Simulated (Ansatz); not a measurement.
Relaxing barium (fcc)

All numbers below come from DFT, LDA (PW92), plane waves (420 eV) with PAW, scalar-relativistic (Ansatz). The PAW files were generated under PBE, with cores re-solved for the functional.

k-point mesh 9×9×9, Fermi-Dirac smearing 0.1 eV, no spin polarisation. Cell and atoms relax.

Starting structure:

```yaml
crystal:
  lattice:
    - [0.0, 3.1498026247, 3.1498026247]
    - [3.1498026247, 0.0, 3.1498026247]
    - [3.1498026247, 3.1498026247, 0.0]
  atoms:
    - { symbol: Ba, position: [0.0, 0.0, 0.0] }
hamiltonian:
  xc: lda
  pseudopotentials:
    kind: paw
    azcp:
      Ba: "pseudopotentials/Ba.paw.azcp"
basis:
  ecutwfc: 420
  fft_grid_basis: typed
kpoints:
  mp_grid: { grid: [9, 9, 9], shift: [0, 0, 0] }
magnetization:
  spin_polarized: false
scf:
  occupations: { method: fermi_dirac, width: 0.1 }
relax:
  max_steps: 60
  f_tol: 0.01
  cell: {}
```

**Question.** What cell does the relaxation end in?

**Answer.** Fm-3m with a = 5.989 Å; 53.70 Å³ per atom against 62.50 at the start (-14.1 %).

**Question.** How much energy does the relaxation gain?

**Answer.** 34.6 meV per atom.

Path of the relaxation (the plane waves are chosen anew near the end, which can shift the energy a little):

```csv
step,E − E(final) (meV/atom),V (Å³/atom),P (GPa),max force (eV/Å)
0,34.55,62.500,-1.15,0.000
1,21.22,60.447,-0.93,0.000
2,0.06,53.011,0.08,0.000
3,-0.04,53.695,-0.03,0.000
4,0.00,53.695,-0.03,0.000
```
